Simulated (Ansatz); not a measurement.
# Two inputs for AlN with an N vacancy

Cell: a supercell of AlN (wurtzite type, P6_3mc) built from a COD entry (the entry's cell lengths or inner coordinates differ somewhat from later room-temperature determinations), with all atoms left at the host's positions.

```cif
data_structure
_symmetry_space_group_name_H-M 'P 1'
_symmetry_Int_Tables_number 1
_cell_length_a 9.3390
_cell_length_b 6.2260
_cell_length_c 9.9620
_cell_angle_alpha 90.000
_cell_angle_beta 90.000
_cell_angle_gamma 120.000
_cell_volume 501.63
loop_
_atom_site_label
_atom_site_type_symbol
_atom_site_fract_x
_atom_site_fract_y
_atom_site_fract_z
_atom_site_occupancy
Al1 Al 0.11111 0.33333 0.00000 1
Al2 Al 0.11111 0.33333 0.50000 1
Al3 Al 0.11111 0.83333 0.00000 1
Al4 Al 0.11111 0.83333 0.50000 1
Al5 Al 0.44444 0.33333 0.00000 1
Al6 Al 0.44444 0.33333 0.50000 1
Al7 Al 0.44444 0.83333 0.00000 1
Al8 Al 0.44444 0.83333 0.50000 1
Al9 Al 0.77778 0.33333 0.00000 1
Al10 Al 0.77778 0.33333 0.50000 1
Al11 Al 0.77778 0.83333 0.00000 1
Al12 Al 0.77778 0.83333 0.50000 1
Al13 Al 0.22222 0.16667 0.25000 1
Al14 Al 0.22222 0.16667 0.75000 1
Al15 Al 0.22222 0.66667 0.25000 1
Al16 Al 0.22222 0.66667 0.75000 1
Al17 Al 0.55556 0.16667 0.25000 1
Al18 Al 0.55556 0.16667 0.75000 1
Al19 Al 0.55556 0.66667 0.25000 1
Al20 Al 0.55556 0.66667 0.75000 1
Al21 Al 0.88889 0.16667 0.25000 1
Al22 Al 0.88889 0.16667 0.75000 1
Al23 Al 0.88889 0.66667 0.25000 1
Al24 Al 0.88889 0.66667 0.75000 1
N25 N 0.11111 0.33333 0.69000 1
N26 N 0.11111 0.83333 0.19000 1
N27 N 0.11111 0.83333 0.69000 1
N28 N 0.44444 0.33333 0.19000 1
N29 N 0.44444 0.33333 0.69000 1
N30 N 0.44444 0.83333 0.19000 1
N31 N 0.44444 0.83333 0.69000 1
N32 N 0.77778 0.33333 0.19000 1
N33 N 0.77778 0.33333 0.69000 1
N34 N 0.77778 0.83333 0.19000 1
N35 N 0.77778 0.83333 0.69000 1
N36 N 0.22222 0.16667 0.44000 1
N37 N 0.22222 0.16667 0.94000 1
N38 N 0.22222 0.66667 0.44000 1
N39 N 0.22222 0.66667 0.94000 1
N40 N 0.55556 0.16667 0.44000 1
N41 N 0.55556 0.16667 0.94000 1
N42 N 0.55556 0.66667 0.44000 1
N43 N 0.55556 0.66667 0.94000 1
N44 N 0.88889 0.16667 0.44000 1
N45 N 0.88889 0.16667 0.94000 1
N46 N 0.88889 0.66667 0.44000 1
N47 N 0.88889 0.66667 0.94000 1
```

Sites (sets of like atoms) are named by element and the number of their first atom in this list.

Reference run. Method: Kohn–Sham DFT in Ansatz, PBE, plane waves and PAW, scalar-relativistic, collinear spin, 420 eV cutoff, Γ-centred 3×4×2 k-points, Fermi–Dirac smearing 0.01 eV, cell charge +2. Start moments as typed (μB): 0.5 0 0 0 0 0 0 0 0 0 0 0 0.5 0 0.5 0 0 0 0 0 0.5 0 0 0 0 0 0 0 0 0 0 0 0 0 0 0 0 0 0 0 0 0 0 0 0 0 0 by atom.

Task: The input is changed as follows: `kpoints.mp_grid.shift`: not typed → [0.5, 0.5, 0.5]. What happens to V_zz (10²¹ V/m²) and η?

Result: 

| site | atom | V_zz reference | η reference | V_zz changed | η changed |
| --- | --- | --- | --- | --- | --- |
| Al1 | 1 | 5.00 | 0.00 | 5.09 | 0.00 |
| Al21 | 21 | 4.56 | 0.07 | 4.72 | 0.06 |
| N26 | 26 | 2.42 | 0.02 | 2.52 | 0.03 |
| N27 | 27 | 0.096 | 0.76 | -0.32 | 0.50 |
| N29 | 29 | 0.19 | 0.81 | -0.35 | 0.31 |
| N31 | 31 | 0.19 | 0.78 | -0.27 | 0.58 |
| N33 | 33 | 0.31 | 0.77 | 0.29 | 0.80 |
| N35 | 35 | 0.32 | 0.71 | -0.34 | 0.41 |
| N38 | 38 | 1.66 | 0.08 | 1.83 | 0.05 |
| N41 | 41 | 0.37 | 0.09 | 0.31 | 0.48 |
| N42 | 42 | 0.34 | 0.17 | 0.27 | 0.88 |
| N43 | 43 | 0.34 | 0.10 | 0.25 | 0.88 |

The largest change of V_zz along a kept axis is on N38, from 1.66 to 1.83. The whole tensor moves most on N27, by 0.31 along its most changed direction. In per cent, |V_zz| changes by +2 to +3 on Al, +4 on N (all sites that start above 2). Where |V_zz| stays above 0.1 and the axes keep their order, η moves most on N43, from 0.10 to 0.88. On N41, N33 V_xx and V_yy change places (or their axes turn by over 50°), so the two values of η hide a larger change. On N35, N31, N29, N27, N25 (not all in the table) the largest principal value lies along another axis in the second run, so the two V_zz can't be compared directly. The table leaves out 35 of the 47 sites, with |V_zz| up to 4.58; their tensors move by 0.23 at most along any direction. The statements above cover all sites. That the mesh alone moves the values this far shows that they aren't yet converged in k-points. The absolute magnetisation of the cell goes from 0.6 to 1.0 μB. SCF iterations: 24 and 18.

On the reference run: The defect repeats with the cell of 47 atoms, so it feels its images: sites between two images don't show the values beside a lone defect, and zeros or small values of η there can come from the images' arrangement. Al and N carry a gradient in the pure host already, so the values there aren't the defect's effect alone. A uniform background compensates the cell's charge. The defect cell has no gap above 0.1 eV on its mesh, so the values can hang on the smearing and the k-mesh. The cell keeps the host's lattice, where the PBE pressure is 7 GPa (in a charged cell this depends on the convention for the mean potential). The neighbours have not yet relaxed around the defect (largest force 1.6 eV/Å), so a real crystal will differ.
